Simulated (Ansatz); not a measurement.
Here is the system:

TiAl (CuAu type, space group P4/mmm)

```
TiAl
1.0
    2.82428     0.00000     0.00000
    0.00000     2.82428     0.00000
    0.00000     0.00000     4.07075
Al Ti
1 1
Direct
  0.50000   0.50000   0.50000
  0.00000   0.00000   0.00000
```

In this cell atom 2 (Ti, nearest neighbour Ti at 2.824 Å; its periodic images, 2.8 Å or more away, move with it) is moved by s along Cartesian [111], unit vector (0.577, 0.577, 0.577); all other atoms and the cell stay fixed.

These are PBE (plane waves to 420 eV, PAW, scalar-relativistic; Ansatz, a program for electronic structure) values and carry that method's errors. k mesh 13×13×9 (Γ-centred), Fermi-Dirac smearing 0.05 eV. The energy includes the smearing's −TS. With partly filled bands, energies and forces of such displacements shift with the k mesh and the smearing. TiAl is run without spin polarisation. TiAl was relaxed with its symmetry unable to fall. ΔE is measured from the undisplaced structure.

The scan covers s from -0.560 to 0.560 Å in 11 points.

### Question
Is this a single well or a double well?

### Answer
A single well with its minimum at or next to zero displacement.

### Question
Is the energy the same for equal positive and negative displacements?

### Answer
Even: the same for both signs. With its periodic images moving along, the atom's site symmetry in this cell is 4/mmm.

### Question
What is the energy change at s = 0.560 Å?

### Answer
928 meV/cell.

### Question
What force acts on the atom along the line at s = -0.560 Å?

### Answer
3.97 eV/Å.

### Question
What is the force constant k = d²E/ds² of this move at s = 0?

### Answer
4.79 eV/Å².

(A displaced cell: forces are minus the slopes of the energy, force constants its curvatures, and phonons follow from these.)
